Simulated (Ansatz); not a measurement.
A: Cr2N (space group P-31m), a = 4.719 Å, b = 4.719 Å, c = 4.359 Å, α = 90.00°, β = 90.00°, γ = 120.00°
B: Sn4Pt (space group Ccce), a = 6.424 Å, b = 11.406 Å, c = 6.409 Å, α = 90.00°, β = 90.00°, γ = 90.00°
C: Ti (hcp, Mg type), a = 2.9009 Å, b = 2.9009 Å, c = 4.5904 Å, α = 90.00°, β = 90.00°, γ = 120.00°

Scan: energy against volume (even scaling of the relaxed cell, symmetry kept). One method and one kind of scan serve all of them; meshes and ranges differ. All were relaxed with their symmetry unable to fall. Cr2N is run without spin polarisation. Sn4Pt is run without spin polarisation. Spin-orbit coupling is left out. Ti is run without spin polarisation.

Order them by bulk modulus at fixed cell shape (fitted) (lowest first) at the level PBEsol (plane waves to 420 eV, PAW, scalar-relativistic; Ansatz, a quantum-chemistry and plane-wave program).

B (72.9 GPa), C (119 GPa), A (312 GPa)

(A scan under strain: stresses follow from slopes of the energy per volume, elastic moduli from its curvatures.)
